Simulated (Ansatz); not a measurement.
GeB₂Mo₂ in space group P-6m2 (No. 187; Mo on 2h, Ge on 1a, B on 1b, B on 1f) at seven volumes, plane-wave PAW PBE (Ansatz code), shape and atoms relaxed at each. One row is withheld.

| V (Å³/atom) | P (GPa) |
|---|---|
| 10.596 | 27.28 |
| 10.945 | 16.65 |
| 11.294 | ? |
| 11.643 | 0.00 |
| 11.993 | -6.42 |
| 12.342 | -11.75 |
| 12.691 | -16.19 |

Problem. Fit the shown pressures and predict the withheld one.

Solution. Third-order Birch–Murnaghan: P = (3/2)B₀(x^(7/2) − x^(5/2))[1 + (3/4)(B′ − 4)(x − 1)] with x = (V₀/V)^(2/3). Least squares on the six rows gives V₀ = 11.643 Å³/atom, B₀ = 231.2 GPa, B′ = 4.78. At V = 11.294, x = 1.0205 and P = 7.57 GPa. The run itself gave 7.62 GPa.

The start of the workflow was typed in or built on a structure type; neither database checked (COD, Materials Project) lists it. Whether it is the stable phase at ambient conditions was not checked. The cell was relaxed with PBE under the symmetry of its start; its stability against distortions is not shown here. No spin polarisation was allowed.

Potentials: the earlier of the program's two PAW sets.
